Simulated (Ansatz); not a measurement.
BP:
Space group Pm-3m (No. 221); a = b = c = 2.714 Å, α = β = γ = 90.00°

```
atom  site  symmetry       x       y       z
----  ----  --------  ------  ------  ------
B       1a      m-3m  0.0000  0.0000  0.0000
P       1b      m-3m  0.5000  0.5000  0.5000
```

Relaxed with PBE.

### Question
Which orbitals make up the states near the Fermi level in PBE in the plane-wave PAW code Ansatz?

### Answer
Within 0.5 eV of the Fermi level: P 3p 38 %, B 2p 36 %, B 2s 15 %, P 3s 7 %. Projections are on Löwdin-orthogonalised atomic valence shells; empty p or d shells of many metals are not among them.

### Question
Tabulate the density of states.

### Answer
States/eV per cell of 2 atoms, in 0.25 eV bins, energy from the Fermi level.

| E (eV) | total | P 3p | B 2p | B 2s |
|---|---|---|---|---|
| -7.85 | 0.53 | 0.25 | 0.15 | 0.07 |
| -7.60 | 0.51 | 0.24 | 0.14 | 0.06 |
| -7.35 | 0.52 | 0.24 | 0.14 | 0.06 |
| -7.10 | 0.51 | 0.23 | 0.13 | 0.06 |
| -6.85 | 0.52 | 0.23 | 0.13 | 0.06 |
| -6.60 | 0.51 | 0.23 | 0.13 | 0.07 |
| -6.35 | 0.51 | 0.22 | 0.13 | 0.06 |
| -6.10 | 0.52 | 0.22 | 0.13 | 0.07 |
| -5.85 | 0.53 | 0.22 | 0.13 | 0.09 |
| -5.60 | 0.55 | 0.22 | 0.13 | 0.10 |
| -5.35 | 0.57 | 0.22 | 0.14 | 0.11 |
| -5.10 | 0.58 | 0.22 | 0.14 | 0.12 |
| -4.85 | 0.61 | 0.22 | 0.15 | 0.12 |
| -4.60 | 0.61 | 0.22 | 0.16 | 0.12 |
| -4.35 | 0.62 | 0.22 | 0.16 | 0.12 |
| -4.10 | 0.60 | 0.21 | 0.16 | 0.12 |
| -3.85 | 0.63 | 0.22 | 0.18 | 0.12 |
| -3.60 | 0.67 | 0.23 | 0.20 | 0.13 |
| -3.35 | 0.66 | 0.23 | 0.21 | 0.12 |
| -3.10 | 0.66 | 0.23 | 0.21 | 0.12 |
| -2.85 | 0.66 | 0.23 | 0.21 | 0.11 |
| -2.60 | 0.67 | 0.24 | 0.22 | 0.11 |
| -2.35 | 0.67 | 0.25 | 0.22 | 0.11 |
| -2.10 | 0.70 | 0.26 | 0.23 | 0.11 |
| -1.85 | 0.71 | 0.27 | 0.23 | 0.12 |
| -1.60 | 0.73 | 0.28 | 0.23 | 0.12 |
| -1.35 | 0.78 | 0.30 | 0.26 | 0.13 |
| -1.10 | 0.81 | 0.32 | 0.27 | 0.13 |
| -0.85 | 0.82 | 0.32 | 0.28 | 0.13 |
| -0.60 | 0.81 | 0.31 | 0.28 | 0.13 |
| -0.35 | 0.80 | 0.30 | 0.28 | 0.12 |
| -0.10 | 0.80 | 0.30 | 0.28 | 0.12 |
| 0.15 | 0.79 | 0.29 | 0.28 | 0.12 |
| 0.40 | 0.78 | 0.29 | 0.29 | 0.11 |
| 0.65 | 0.77 | 0.28 | 0.29 | 0.11 |
| 0.90 | 0.76 | 0.28 | 0.29 | 0.10 |
| 1.15 | 0.75 | 0.27 | 0.30 | 0.10 |
| 1.40 | 0.73 | 0.25 | 0.29 | 0.10 |
| 1.65 | 0.73 | 0.26 | 0.30 | 0.09 |
| 1.90 | 0.75 | 0.26 | 0.32 | 0.08 |
| 2.15 | 0.74 | 0.25 | 0.32 | 0.08 |
| 2.40 | 0.74 | 0.24 | 0.33 | 0.08 |
| 2.65 | 0.75 | 0.24 | 0.34 | 0.08 |
| 2.90 | 0.75 | 0.23 | 0.33 | 0.08 |
| 3.15 | 0.75 | 0.23 | 0.32 | 0.07 |
| 3.40 | 0.78 | 0.24 | 0.33 | 0.07 |
| 3.65 | 0.81 | 0.26 | 0.35 | 0.07 |
| 3.90 | 0.84 | 0.26 | 0.36 | 0.07 |
| 4.15 | 0.91 | 0.26 | 0.40 | 0.07 |
| 4.40 | 0.88 | 0.25 | 0.40 | 0.05 |
| 4.65 | 0.78 | 0.24 | 0.35 | 0.03 |

The start of the workflow was typed in or built on a structure type; neither database checked (COD, Materials Project) lists it. It is not the phase usual at ambient conditions (space group No. 216). The cell was relaxed with PBE under the symmetry of its start; whether a distortion lowers the energy is not shown. The volume moved by 19 % from the start of the relaxation. Its formation energy is positive at this level, so the cell may be metastable or incomplete.

Potentials: the earlier of the program's two PAW sets.
